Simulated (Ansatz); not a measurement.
A trial cell of La2O3 was relaxed with PBE (plane waves to 420 eV, PAW, scalar-relativistic; Ansatz, a program for electronic structure).

Before: C2/m (No. 12), mS20; a = 15.019 Å, b = 3.735 Å, c = 7.130 Å, α = 90.00°, β = 103.83°, γ = 90.00°.

After relaxation:

Simulated powder pattern, Co Kα, λ = 1.79026 Å (kinematic, ideal powder, no thermal factors, no anomalous dispersion; the 24 strongest lines at most, above 1 %, up to 2θ = 90°):

| 2θ (°) | I/Imax (%) |
|---|---|
| 30.41 | 29 |
| 33.63 | 28 |
| 34.86 | 100 |
| 45.97 | 27 |
| 54.04 | 33 |
| 60.94 | 27 |
| 63.29 | 3.7 |
| 65.18 | 26 |
| 65.94 | 17 |
| 70.70 | 3.4 |
| 73.61 | 6.4 |
| 78.88 | 2.9 |
| 85.82 | 11 |
| 87.90 | 3.3 |

Identify the relaxed structure from its pattern: crystal system, space group and cell.

Trigonal, P-3m1 (No. 164), hP5; a = b = 3.9404 Å, c = 6.1883 Å, α = β = 90.00°, γ = 120.00°. Sites: La 2d (0.667, 0.333, 0.253); O 1b (0.000, 0.000, 0.500); O 2d (0.333, 0.667, 0.145).

Index the strongest lines.

30.41° (1 0 -1 0), 33.63° (0002), 34.86° (0 1 -1 1)+(1 0 -1 1), 54.04° (1 1 -2 0), 60.94° (1 0 -1 3)+(0 1 -1 3).

No spin polarisation in the result.

The run could not lose the symmetry of its start; a randomly shaken copy of 10 atoms returns to this structure.

The first start was generated by placing the elements on the sites of a structure type. Materials Project lists a structure of La2O3 in the same space group, P-3m1 (No. 164); the sites were not compared with it, nor with measured phases.
